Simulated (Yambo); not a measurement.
G0W0@PBEsol for WS2 (space group P6_3/mmc, No. 194) in Yambo. Reference settings: 6×6×1 Γ-centred k mesh, bands 3 to 265 and a 10 Ry block in the screening, 265 bands in G with the Bruneval-Gonze terminator, plasmon pole fitted at 27.2 eV. The PBEsol gap Γ → (0.167, 0.167, 0) on this mesh is 0.85 eV; G0W0 gaps are taken between the same points.

The settings were changed. The gap went from 1.24 eV to 1.09 eV, and the shift of the valence edge from -0.13 eV to 0.21 eV.

Task: Name the change that produced these shifts.
(A) 4 Ry block
(B) no random integration
(C) 169 bands in G
(D) 8 Ry block

Result: A, 4 Ry block. The others gave (gap, valence shift): no random integration: 1.22, -0.02 eV; 8 Ry block: 1.23, -0.11 eV; 169 bands in G: 1.24, -0.13 eV.

Spin-orbit coupling is not included.

Geometry relaxed with PBE+D3(BJ); primitive cell a = b = 3.1538 Å, c = 12.1383 Å, α = β = 90.00°, γ = 120.00°.

A shift is the quasiparticle energy of the state minus its PBEsol energy.
